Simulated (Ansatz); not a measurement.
Density of states of Sb

Space group Pm-3m (No. 221). a = 3.160 Å, b = 3.160 Å, c = 3.160 Å, α = 90.00°, β = 90.00°, γ = 90.00°
| atom | site | symmetry | x | y | z |
| --- | --- | --- | --- | --- | --- |
| Sb | 1a | m-3m | 0.0000 | 0.0000 | 0.0000 |

The runs use the primitive cell with vectors (3.160, 0.000, 0.000), (0.000, 3.160, 0.000), (0.000, 0.000, 3.160) Å, to which the k mesh refers.

The cell comes from COD entry 9013008, which wasn't checked; take it as a given geometry.

No spin–orbit coupling, which matters for the heavy atoms here.

Theory: Ansatz 0.2.0, DFT, PBEsol, all-electron LAPW, scalar-relativistic.

Numerical set-up: a Γ-centred 13×13×13 k mesh, Fermi–Dirac smearing of 0.05 eV, basis error target 1 meV/atom, no spin polarisation.

States per eV and cell, averaged over 0.6 eV, from -5.8 to 3.6 eV, with energies (bin centres) from the Fermi level; empty bins are left out. 

| E (eV) | total |
| --- | --- |
| -5.6 | 0.03 |
| -5.0 | 0.13 |
| -4.4 | 0.33 |
| -3.8 | 0.51 |
| -3.2 | 0.80 |
| -2.6 | 0.78 |
| -2.0 | 0.75 |
| -1.4 | 0.69 |
| -0.8 | 0.60 |
| -0.2 | 0.55 |
| 0.4 | 0.54 |
| 1.0 | 0.53 |
| 1.6 | 0.52 |
| 2.2 | 0.56 |
| 2.8 | 0.72 |
| 3.4 | 0.80 |
